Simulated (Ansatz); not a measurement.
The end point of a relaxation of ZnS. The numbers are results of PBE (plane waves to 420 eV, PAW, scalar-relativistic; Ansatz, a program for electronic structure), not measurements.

```
CELL_PARAMETERS angstrom
      3.84828     0.00000     0.00000
     -1.92414     3.33270     0.00000
      0.00000     0.00000    18.87366
ATOMIC_POSITIONS crystal
  Zn 0.00000 0.00000 0.99976
  Zn 0.00000 0.00000 0.49976
  Zn 0.66667 0.33333 0.83299
  Zn 0.33333 0.66667 0.33299
  Zn 0.66667 0.33333 0.16652
  Zn 0.33333 0.66667 0.66652
  S  0.00000 0.00000 0.87466
  S  0.00000 0.00000 0.37466
  S  0.66667 0.33333 0.70814
  S  0.33333 0.66667 0.20814
  S  0.66667 0.33333 0.04163
  S  0.33333 0.66667 0.54163
```

Task: Determine the symmetry and give the standard cell with its independent sites.

Result: Space group P6₃mc (No. 186); a = 3.8483 Å, b = 3.8483 Å, c = 18.8737 Å, α = 90.00°, β = 90.00°, γ = 120.00°

| atom | site | symmetry | x | y | z |
|---|---|---|---|---|---|
| Zn | 2a | 3m. | 0.0000 | 0.0000 | 0.4998 |
| Zn | 2b | 3m. | 0.3333 | 0.6667 | 0.3330 |
| Zn | 2b | 3m. | 0.6667 | 0.3333 | 0.1665 |
| S | 2a | 3m. | 0.0000 | 0.0000 | 0.3747 |
| S | 2b | 3m. | 0.3333 | 0.6667 | 0.2081 |
| S | 2b | 3m. | 0.6667 | 0.3333 | 0.0416 |

This is the AFLOW prototype AB_hP12_186_a2b_a2b (B6, as in SiC).

Task: Give the shortest distances between elements (the closest pairs, up to four, under 3.6 Å).

Result: S–Zn 2.36 Å.

```yaml
volume_per_atom: 20.17 Å³
band_gap: 2.04 eV, direct at Γ (no spin-orbit coupling)
```

No spin polarisation in the result.

The run could not lose the symmetry of its start; a randomly shaken copy of 12 atoms returns to this structure.

The first start was generated by placing the elements on the sites of a structure type. A measured structure of ZnS has the same space group, P6₃mc (No. 186); the sites were not compared with it.
